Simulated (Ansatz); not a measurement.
Cu Kα1 powder pattern (kinematic, no thermal factors).
```json
{"2θ (°)": "20.37", "relative intensity": "15"}
{"2θ (°)": "28.96", "relative intensity": "13"}
{"2θ (°)": "35.67", "relative intensity": "83"}
{"2θ (°)": "41.42", "relative intensity": "100"}
{"2θ (°)": "46.58", "relative intensity": "8"}
{"2θ (°)": "51.33", "relative intensity": "6"}
{"2θ (°)": "60.02", "relative intensity": "59"}
{"2θ (°)": "64.08", "relative intensity": "4"}
{"2θ (°)": "68.00", "relative intensity": "3"}
{"2θ (°)": "71.81", "relative intensity": "32"}
{"2θ (°)": "75.55", "relative intensity": "18"}
{"2θ (°)": "79.22", "relative intensity": "2"}
{"2θ (°)": "82.85", "relative intensity": "3"}
```

The pattern is computed from a structure relaxed with Ansatz 0.2.0, DFT PBE, scalar-relativistic, plane waves, PAW. No spin polarisation. Its elements are N, Ti, Zr.

Task: Give the structure.

Result: ZrTi3N4.
Space group Pm-3m (No. 221). a = 4.356 Å, b = 4.356 Å, c = 4.356 Å, α = 90.00°, β = 90.00°, γ = 90.00°
```csv
atom,site,symmetry,x,y,z
Zr,1b,m-3m,0.5000,0.5000,0.5000
Ti,3d,4/mm.m,0.0000,0.0000,0.5000
N,3c,4/mm.m,0.5000,0.5000,0.0000
N,1a,m-3m,0.0000,0.0000,0.0000
```

A pattern alone doesn't exclude other cells with like lines; this is the one computed.

The cell was found from a structure generator's guess, not taken from experiment.
